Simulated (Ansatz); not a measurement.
This cell of Y (hcp, Mg type) is off equilibrium:

```xyz
4
Lattice="7.3114 0.0000 0.0000 -1.8278 3.1659 0.0000 3.6557 0.0000 5.6788" Properties=species:S:1:pos:R:3 pbc="T T T"
Y      7.3015     2.1049     4.2993
Y      3.6655     2.1163     4.2189
Y      1.9057     1.1002     1.4146
Y      5.4057     1.0104     1.4248
```

All values below come from PBE (plane waves to 420 eV, PAW, scalar-relativistic; Ansatz, a quantum-chemistry and plane-wave program). k mesh 15×15×15 (Γ-centred), Fermi-Dirac smearing 0.05 eV. Compression counts positive. With partly filled bands, energies and forces of such displacements shift with the k mesh and the smearing. The PAW data are Ansatz's earlier set. Y is run without spin polarisation. Y was relaxed with its symmetry unable to fall.

Task: Predict the force on every atom, in eV/Å.

Result: 
```csv
atom,Fx,Fy,Fz
Y1,0.067,0.039,-0.246
Y2,-0.045,-0.026,0.246
Y3,-0.473,-0.273,0.029
Y4,0.450,0.260,-0.029
```

(A displaced cell: forces are minus the slopes of the energy, force constants its curvatures, and phonons follow from these.)
